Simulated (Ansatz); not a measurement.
Consider the following.

Sc$_{4}$N$_{3}$O:
Space group Pm-3m (No. 221); a = 4.480 Å, b = 4.480 Å, c = 4.480 Å, α = 90.00°, β = 90.00°, γ = 90.00°

```
atom  site  symmetry       x       y       z
----  ----  --------  ------  ------  ------
Sc      3c    4/mm.m  0.0000  0.5000  0.5000
Sc      1a      m-3m  0.0000  0.0000  0.0000
O       1b      m-3m  0.5000  0.5000  0.5000
N       3d    4/mm.m  0.0000  0.0000  0.5000
```

This is the r²SCAN-relaxed structure.

### Question
All from DFT-r²SCAN in the program Ansatz with PAW potentials, unless another level is named. Estimate the electronic character.

### Answer
metallic (no gap).

### Question
Next, the density of states at the Fermi level?

### Answer
0.16 states/eV per atom (mean over ±0.08 eV).

### Question
What about the formation energy from the elements (no fitted shifts)?

### Answer
-2.50 eV/atom.

The start of the workflow was typed in or built on a structure type; neither database checked (COD, Materials Project) lists it. Its standing as an ambient phase is unchecked. Symmetry was held in the r²SCAN relaxation; whether a distortion lowers the energy is not shown. The run is not spin-polarised. With an odd number of electrons in the cell and no spin polarisation, the count alone makes it a metal. The references are the lowest solids computed at this level, not always the standard phases (solids in place of the gases).

Potentials: the earlier of the program's two PAW sets. The files were generated under PBE; for other functionals the program regenerates the frozen cores, and for LDA and PBEsol the local potential too.
